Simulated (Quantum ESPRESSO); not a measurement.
## Sn3Ru2Ga2W (one run as intended and one with a planted mistake)

Simulated, not a measurement. The program is pw.x of Quantum ESPRESSO 7.5 (plane-wave density functional theory). The cell is made up: eight metal atoms on a face-centred cubic lattice, with elements, volume, strain and displacements drawn at random and not relaxed, so it may be unstable or far from any real phase. PseudoDojo standard norm-conserving files set the functional (PBE unless stated); there is no spin polarisation or spin-orbit coupling, the Fermi-Dirac width of 0.25 eV means electrons at about 2900 K, and the masses in the input are unused placeholders. The tin pseudopotential is less sure than most, with forces differing by about three percent from a second method on plain tin. Heavy elements are run without spin-orbit coupling, which real alloys of them have. A spin test at this wide smearing found no moment, but such smearing suppresses magnetism that the real alloy may have.

Intended input:

```
&control calculation='scf', pseudo_dir='./dojo.nc.sr.pbe.v0_5.standard.upf', outdir='./o', disk_io='minimal', tprnfor=.true., tstress=.true. /
&system ibrav=0, nat=8, ntyp=4, nbnd=69, ecutwfc=84.00895049, nosym=.true., tot_charge=0,
 occupations='smearing', smearing='fd', degauss=0.0183746611
/
&electrons conv_thr=1.470e-08, electron_maxstep=70, mixing_beta=0.5 /
ATOMIC_SPECIES
Ga 1.0 Ga.upf
Ru 1.0 Ru.upf
Sn 1.0 Sn.upf
W 1.0 W.upf
CELL_PARAMETERS angstrom
2.0506 4.1011 2.0506
0.0 4.1011 -4.1011
-4.1011 4.1011 0.0
ATOMIC_POSITIONS angstrom
Sn 0.1489 -0.0059 0.0563
Ru -2.0284 1.9345 -0.0527
Ga -0.0873 2.1562 -2.0638
Sn -2.129 4.2392 -2.1322
W -0.0025 4.1699 -0.034
Sn -2.0673 6.332 -0.0862
Ga -0.1118 6.075 -2.1569
Ru -2.0243 8.2094 -2.0397
K_POINTS automatic
5 5 5 1 1 1
```

The log is shortened where brackets say so; the opening notice, blank lines, dates and the lines on written files are dropped, and the path of the files is cut. It prints rydbergs, bohrs and kilobars, and counts compression as positive stress. Its total energy is the free energy E - TS of the whole cell.

Log of the intended run:

```
     Program PWSCF v.7.5
     Parallel version (MPI & OpenMP), running on       4 processor cores
     Number of MPI processes:                 4
     Threads/MPI process:                     1
     [start-up lines left out]
     bravais-lattice index     =            0
     lattice parameter (alat)  =       9.4918  a.u.
     unit-cell volume          =     930.9642 (a.u.)^3
     number of atoms/cell      =            8
     number of atomic types    =            4
     number of electrons       =       114.00
     number of Kohn-Sham states=           69
     kinetic-energy cutoff     =      84.0090  Ry
     charge density cutoff     =     336.0358  Ry
     scf convergence threshold =      1.5E-08
     mixing beta               =       0.5000
     number of iterations used =            8  plain     mixing
     Exchange-correlation= PBE
                           (   1   4   3   4   0   0   0)
     [axes and pseudopotential details left out]
   Cartesian axes
     site n.     atom                  positions (alat units)
         1        Sn     tau(   1) = (   0.0296446  -0.0011746   0.0112088  )
         2        Ru     tau(   2) = (  -0.4038351   0.3851405  -0.0104921  )
         3        Ga     tau(   3) = (  -0.0173806   0.4292789  -0.4108829  )
         4        Sn     tau(   4) = (  -0.4238636   0.8439843  -0.4245007  )
         5        W      tau(   5) = (  -0.0004977   0.8301874  -0.0067691  )
         6        Sn     tau(   6) = (  -0.4115797   1.2606409  -0.0171616  )
         7        Ga     tau(   7) = (  -0.0222583   1.2094746  -0.4294182  )
         8        Ru     tau(   8) = (  -0.4030188   1.6344133  -0.4060848  )
     number of k points=    63  Fermi-Dirac smearing, width (Ry)=  0.0184
                       cart. coord. in units 2pi/alat
        k(    1) = (   0.0000000   0.1224755   0.0000000), wk =   0.0320000
        k(    2) = (  -0.1837125   0.1837140   0.0612385), wk =   0.0320000
     [further k points left out]
     Dense  grid:    96849 G-vectors     FFT dimensions: (  60,  64,  64)
     Estimated max dynamical RAM per process >     378.00 MB
     Estimated total dynamical RAM >       1.41 GB
     Initial potential from superposition of free atoms
     starting charge     113.9880, renormalised to     114.0000
     Starting wfcs are   75 randomized atomic wfcs
     total cpu time spent up to now is        5.9 secs
     per-process dynamical memory:   305.4 Mb
     Self-consistent Calculation
     iteration #  1     ecut=    84.01 Ry     beta= 0.50
     Davidson diagonalization with overlap
     ethr =  1.00E-02,  avg # of iterations =  3.6
     Threshold (ethr) on eigenvalues was too large:
     Diagonalizing with lowered threshold
     Davidson diagonalization with overlap
     ethr =  3.46E-04,  avg # of iterations =  3.4
     total cpu time spent up to now is       32.2 secs
     total energy              =   -1334.36268094 Ry
     estimated scf accuracy    <       0.43340299 Ry
     iteration #  2     ecut=    84.01 Ry     beta= 0.50
     Davidson diagonalization with overlap
     ethr =  3.80E-04,  avg # of iterations =  3.5
     total cpu time spent up to now is       45.9 secs
     total energy              =   -1334.16669891 Ry
     estimated scf accuracy    <       4.09589650 Ry
     [iterations 3 to 10 left out]
     iteration # 11     ecut=    84.01 Ry     beta= 0.50
     Davidson diagonalization with overlap
     ethr =  1.47E-10,  avg # of iterations =  2.2
     total cpu time spent up to now is      159.5 secs
     total energy              =   -1334.53654024 Ry
     estimated scf accuracy    <       0.00000002 Ry
     iteration # 12     ecut=    84.01 Ry     beta= 0.50
     Davidson diagonalization with overlap
     ethr =  2.04E-11,  avg # of iterations =  2.5
     total cpu time spent up to now is      172.1 secs
     End of self-consistent calculation
     [lines on levels left out]
!    total energy              =   -1334.53654024 Ry
     estimated scf accuracy    <          4.0E-09 Ry
     smearing contrib. (-TS)   =      -0.09471298 Ry
     internal energy E=F+TS    =   -1334.44182727 Ry
     The total energy is F=E-TS. E is the sum of the following terms:
     one-electron contribution =    -298.46529264 Ry
     hartree contribution      =     242.73349525 Ry
     xc contribution           =    -318.02814545 Ry
     ewald contribution        =    -960.68188443 Ry
     convergence has been achieved in  12 iterations
     Forces acting on atoms (cartesian axes, Ry/au):
     atom    1 type  3   force =    -0.02378096   -0.01314267    0.00910516
     atom    2 type  2   force =     0.02975680    0.02275652   -0.02283224
     atom    3 type  1   force =    -0.01640395   -0.01438773   -0.00813631
     atom    4 type  3   force =     0.02628150   -0.01191723   -0.01684319
     atom    5 type  4   force =    -0.02874335    0.01547720    0.01377283
     atom    6 type  3   force =     0.01165864   -0.03720632    0.03698591
     atom    7 type  1   force =     0.01284135    0.03829304   -0.00355278
     atom    8 type  2   force =    -0.01161002    0.00012719   -0.00849936
     Total force =     0.101976     Total SCF correction =     0.000237
     Computing stress (Cartesian axis) and pressure
          total   stress  (Ry/bohr**3)                   (kbar)     P=       79.43
   0.00050220   0.00040049  -0.00022028           73.88       58.91      -32.40
   0.00040049   0.00066641   0.00028875           58.91       98.03       42.48
  -0.00022028   0.00028875   0.00045119          -32.40       42.48       66.37
     init_run     :      5.60s CPU      5.84s WALL (       1 calls)
     electrons    :    162.09s CPU    166.19s WALL (       1 calls)
     forces       :      2.01s CPU      2.04s WALL (       1 calls)
     stress       :      6.89s CPU      6.93s WALL (       1 calls)
     [timing details left out]
     PWSCF        :   2m56.67s CPU   3m 1.15s WALL
     JOB DONE.
```

A second run has one planted mistake: one atom is of a wrong element. The input lines that differ:

```
- &system ibrav=0, nat=8, ntyp=4, nbnd=69, ecutwfc=84.00895049, nosym=.true., tot_charge=0,
+ &system ibrav=0, nat=8, ntyp=5, nbnd=64, ecutwfc=84.00895049, nosym=.true., tot_charge=0,
+ Al 1.0 Al.upf
- Sn -2.0673 6.332 -0.0862
+ Al -2.0673 6.332 -0.0862
```

Its log:

```
     Program PWSCF v.7.5
     Parallel version (MPI & OpenMP), running on       4 processor cores
     Number of MPI processes:                 4
     Threads/MPI process:                     1
     [start-up lines left out]
     bravais-lattice index     =            0
     lattice parameter (alat)  =       9.4918  a.u.
     unit-cell volume          =     930.9642 (a.u.)^3
     number of atoms/cell      =            8
     number of atomic types    =            5
     number of electrons       =       103.00
     number of Kohn-Sham states=           64
     kinetic-energy cutoff     =      84.0090  Ry
     charge density cutoff     =     336.0358  Ry
     scf convergence threshold =      1.5E-08
     mixing beta               =       0.5000
     number of iterations used =            8  plain     mixing
     Exchange-correlation= PBE
                           (   1   4   3   4   0   0   0)
     [axes and pseudopotential details left out]
   Cartesian axes
     site n.     atom                  positions (alat units)
         1        Sn     tau(   1) = (   0.0296446  -0.0011746   0.0112088  )
         2        Ru     tau(   2) = (  -0.4038351   0.3851405  -0.0104921  )
         3        Ga     tau(   3) = (  -0.0173806   0.4292789  -0.4108829  )
         4        Sn     tau(   4) = (  -0.4238636   0.8439843  -0.4245007  )
         5        W      tau(   5) = (  -0.0004977   0.8301874  -0.0067691  )
         6        Al     tau(   6) = (  -0.4115797   1.2606409  -0.0171616  )
         7        Ga     tau(   7) = (  -0.0222583   1.2094746  -0.4294182  )
         8        Ru     tau(   8) = (  -0.4030188   1.6344133  -0.4060848  )
     number of k points=    63  Fermi-Dirac smearing, width (Ry)=  0.0184
                       cart. coord. in units 2pi/alat
        k(    1) = (   0.0000000   0.1224755   0.0000000), wk =   0.0320000
        k(    2) = (  -0.1837125   0.1837140   0.0612385), wk =   0.0320000
     [further k points left out]
     Dense  grid:    96849 G-vectors     FFT dimensions: (  60,  64,  64)
     Estimated max dynamical RAM per process >     364.96 MB
     Estimated total dynamical RAM >       1.36 GB
     Initial potential from superposition of free atoms
     starting charge     102.9871, renormalised to     103.0000
     Starting wfcs are   70 randomized atomic wfcs
     total cpu time spent up to now is        5.8 secs
     per-process dynamical memory:   283.1 Mb
     Self-consistent Calculation
     iteration #  1     ecut=    84.01 Ry     beta= 0.50
     Davidson diagonalization with overlap
     ethr =  1.00E-02,  avg # of iterations =  3.6
     Threshold (ethr) on eigenvalues was too large:
     Diagonalizing with lowered threshold
     Davidson diagonalization with overlap
     ethr =  4.54E-04,  avg # of iterations =  2.7
     total cpu time spent up to now is       31.0 secs
     total energy              =   -1181.44114700 Ry
     estimated scf accuracy    <       0.51052163 Ry
     iteration #  2     ecut=    84.01 Ry     beta= 0.50
     Davidson diagonalization with overlap
     ethr =  4.96E-04,  avg # of iterations =  3.0
     total cpu time spent up to now is       43.6 secs
     total energy              =   -1181.21622121 Ry
     estimated scf accuracy    <       4.98156640 Ry
     [iterations 3 to 10 left out]
     iteration # 11     ecut=    84.01 Ry     beta= 0.50
     Davidson diagonalization with overlap
     ethr =  1.75E-10,  avg # of iterations =  3.6
     total cpu time spent up to now is      149.1 secs
     total energy              =   -1181.65471530 Ry
     estimated scf accuracy    <       0.00000004 Ry
     iteration # 12     ecut=    84.01 Ry     beta= 0.50
     Davidson diagonalization with overlap
     ethr =  3.88E-11,  avg # of iterations =  2.0
     total cpu time spent up to now is      160.1 secs
     End of self-consistent calculation
     [lines on levels left out]
!    total energy              =   -1181.65471530 Ry
     estimated scf accuracy    <          6.6E-09 Ry
     smearing contrib. (-TS)   =      -0.09490784 Ry
     internal energy E=F+TS    =   -1181.55980746 Ry
     The total energy is F=E-TS. E is the sum of the following terms:
     one-electron contribution =    -342.27790045 Ry
     hartree contribution      =     248.46420604 Ry
     xc contribution           =    -275.72157741 Ry
     ewald contribution        =    -812.02453564 Ry
     convergence has been achieved in  12 iterations
     Forces acting on atoms (cartesian axes, Ry/au):
     atom    1 type  4   force =    -0.00652185   -0.01414651   -0.01687727
     atom    2 type  3   force =     0.01961272    0.01788286   -0.03795376
     atom    3 type  2   force =    -0.00005401   -0.01304845    0.00769223
     atom    4 type  4   force =     0.00059548   -0.02058020    0.00318841
     atom    5 type  5   force =    -0.02032417    0.00914089    0.01849874
     atom    6 type  1   force =     0.01074276   -0.01328799    0.01910560
     atom    7 type  2   force =     0.01116168    0.04193514    0.00003122
     atom    8 type  3   force =    -0.01521261   -0.00789574    0.00631482
     Total force =     0.083956     Total SCF correction =     0.000236
     Computing stress (Cartesian axis) and pressure
          total   stress  (Ry/bohr**3)                   (kbar)     P=       -9.26
  -0.00007642   0.00027354  -0.00017537          -11.24       40.24      -25.80
   0.00027354   0.00002300   0.00018519           40.24        3.38       27.24
  -0.00017537   0.00018519  -0.00013532          -25.80       27.24      -19.91
     init_run     :      5.44s CPU      5.71s WALL (       1 calls)
     electrons    :    150.94s CPU    154.27s WALL (       1 calls)
     forces       :      1.89s CPU      1.90s WALL (       1 calls)
     stress       :      6.53s CPU      6.53s WALL (       1 calls)
     [timing details left out]
     PWSCF        :   2m44.93s CPU   2m48.56s WALL
     JOB DONE.
```

|  | intended run | run with the mistake |
| --- | --- | --- |
| free energy (eV) | -18157.295 | -16077.231 |
| entropy term -TS, part of it (eV) | -1.289 | -1.291 |
| pressure (GPa) | 7.94 | -0.93 |
| size of the largest force component (eV/Å) | 0.985 | 1.078 |
| largest change of a force component (eV/Å) |  | 0.668 |
| iterations | 12 | 12 |

For scale, a rerun of the intended cell at a higher cutoff and on a denser mesh moved values by no more than 0.003 eV in energy, 0.04 GPa in stress and 0.008 eV/Å in force, and a second program with other atomic files agreed on that cell to 2 % rms in force and 0.5 GPa in pressure. Files of another functional or element have another zero of energy, so the energy change says nothing on stability. The number of bands, nbnd, was set by rule from the electron count, so it follows the mistake.